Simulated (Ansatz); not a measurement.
Ansatz (an electronic-structure program) input:

Ansatz 0.2 input:
```yaml
crystal:
  lattice:
    - [0.0, 2.1068788141, 2.1068788141]
    - [2.1068788141, 0.0, 2.1068788141]
    - [2.1068788141, 2.1068788141, 0.0]
  atoms:
    - { symbol: Nb, position: [0.0, 0.0, 0.0] }
kpoints:
  mp_grid: { grid: [17, 17, 17] }
hamiltonian:
  xc: r2scan
  pseudopotentials: { azcp: { folder: ./paw }, kind: paw }
scf:
  occupations: { method: gaussian, width: 0.1 }
checkpoint: { read: metal.run }
output: { bader: true, populations: true }
```

Output (shortened):

```
Pseudopotentials: kind: paw
Pseudopotential: Nb, paw, valence charge 13
Functional definition: r2SCAN
Crystal: 1 atoms, lattice volume = 18.705 Å³
Basis set: ecut = 500 eV, 531 PW (Γ), exchange–correlation on 96×96×96 points (64 copies of the dense FFT grid, shifted against one another)
Bands: 15, of which v1, the nominal top of the filled ones, is band 7 counted from 1 (6 counted from 0)
Symmetry: 48 space group operations
Space group: Fm-3m (ITA 225), of the structure as read, at distance tolerance 2.7e-5 Å
k-points: 165 of 4913
PAW frozen core: Nb, regenerated for the run's functional
Initial density: read from a saved state, or passed on in memory by an earlier SCF of this step, an earlier step, the calling program or the single point that …
Stability of the state it starts from, as read at its close in the unpolarized treatment …
Initial wavefunctions: pseudopotential atomic-orbital guess
Eigensolver: davidson
Functional: x = r2scan, c = r2scan; τ floored in thin density (d = 2e-4 eV/Å³)
iter 1 solved again at ethr=5.35e-9 eV; its pass at ethr=3.10e-3 eV (dr2=6.96e-7 eV) is discarded
SCF iter   1: F=—  HF=-4563.327522 eV  |F-HF|=—  |Δ(HF+E_count)|=         —  Δρ=3.78e-7  dr2=8.20e-12  dr2_τ=1.56e-12  ethr=5.35e-9  ⟨swp⟩=3.1  Hψ=20859  notcnv=0
all-band conjugate gradients solve this SCF's bands
preconditioner: auto → none
SCF iter   2: F=-4563.327522 eV  HF=-4563.327522 eV  |F-HF|=7.28e-12  |Δ(HF+E_count)|=  9.44e-10  Δρ=2.59e-7  dr2=5.87e-12  dr2_τ=6.77e-13  ethr=1.00e-12  ⟨swp⟩=4.9  Hψ=7355  notcnv=0
SCF 1 converged in 2 iterations: F = -4563.327522 eV  dr2 = 5.87e-12
SCF converged after 2 iterations
Free energy (F): -4563.327522 eV
Harris-Foulkes:  -4563.327522 eV  (|F-HF|=7.28e-12)
Internal energy: -4563.320637 eV  (E = F + TS)
E sigma→0 (E₀):  -4563.324079 eV
Entropy (-TS):   -0.006885 eV (-6.885 meV/atom)
Fermi energy:    17.382603 eV
--- Per-component energies (eV) ---
  E_band       = -88.263368
  E_kinetic    = 371.413622
  E_local      = -666.236641  (includes V_loc(G=0)·N_el)
  E_nonlocal   = 94.238253
  E_hartree    = 219.746792
  E_xc         = -159.056652
  E_vxc        = -221.504985  (∫ρ·V_xc dr)
  E_paw        = -3099.302967  (= ΣΔE_a)
  E_vpaw       = -119.639519  (= ΣTr[D̂ρ^β])
  E_aug_tail   = 0.000024  (compensation charges beyond the density's cutoff)
  E_vtau       = 13.972239  (kinetic-family band-sum trace: ∫τ·v_τ [+ j·A + Jᵃ·Aᵃ] dr)
  E_ewald      = -1323.930637
  E_core_change = -0.192430  (= ΣΔE_core)
  E_smearing   = -0.006885  (= −TS)
  E_closure    =  0.000000  (closes the sum)
  Σ components = -4563.327522   (vs F -4563.327522, Δ=0.00e0)
  [band-id]    e_kinetic+e_local+e_nonlocal+2·e_hartree+e_vxc+e_vpaw+e_augmentation_tail+e_vtau = -88.263422   (vs E_band -88.263368, Δ=-5.40e-5)
--- Band table (eV; the first three rows and the last of 165) ---
  k-point 0: bands = ["-39.2431", "-13.8658", "-13.8658", "-13.8658", "10.7885", "17.5118", "17.5118", "17.5118", "20.3481", "20.3481", "29.5334", "34.7220", "34.7220", "34.7220", "39.4812"]
  k-point 1: bands = ["-39.2360", "-13.9119", "-13.8713", "-13.8713", "10.9245", "17.3997", "17.5745", "17.5745", "20.2905", "20.2905", "29.8102", "34.1225", "34.9697", "34.9697", "40.2696"]
  k-point 2: bands = ["-39.2155", "-14.0429", "-13.8874", "-13.8874", "11.3134", "17.1166", "17.7358", "17.7358", "20.1635", "20.1635", "30.5446", "32.9819", "35.6846", "35.6846", "41.8083"]
  k-point 164: bands = ["-38.9576", "-14.7390", "-14.6589", "-14.3275", "14.6060", "15.9030", "16.3642", "19.5254", "22.7296", "27.3425", "28.2815", "29.2789", "31.5226", "39.6431", "39.6755"]
  band table: 15 of 15 bands, residual norms ≤ 1.0e-3 eV
--- Löwdin populations: 1 site ---
  site symbol       q [e]
     0     Nb     12.9332
  spilling = 0.005141 (of n_electrons = 13.000000)
--- Bader charges: 1 site ---
  site symbol  charge [e]  shift [e]
     0     Nb      0.0000     0.0000
  shift: an alarm, by how much a part of what the PAW files miss would move the charge. Where it is large, compare
  with a run on PAW files of another source; a small one proves nothing
  estimated error of the sums over rays = 6.1e-7 e
```

Cost: roughly 5 core-seconds on shared cores.

The workflow started from an entry of the Crystallography Open Database (COD), which files this formula under 2 space groups. It is not the phase usual at ambient conditions (space group No. 229). The r²SCAN relaxation kept the symmetry of its start. At this level the phase is mechanically unstable. No spin polarisation was allowed. Spin–orbit coupling is left out wherever it is not named.

Potentials: the earlier of the program's two PAW sets.

Ansatz is a plane-wave DFT program.
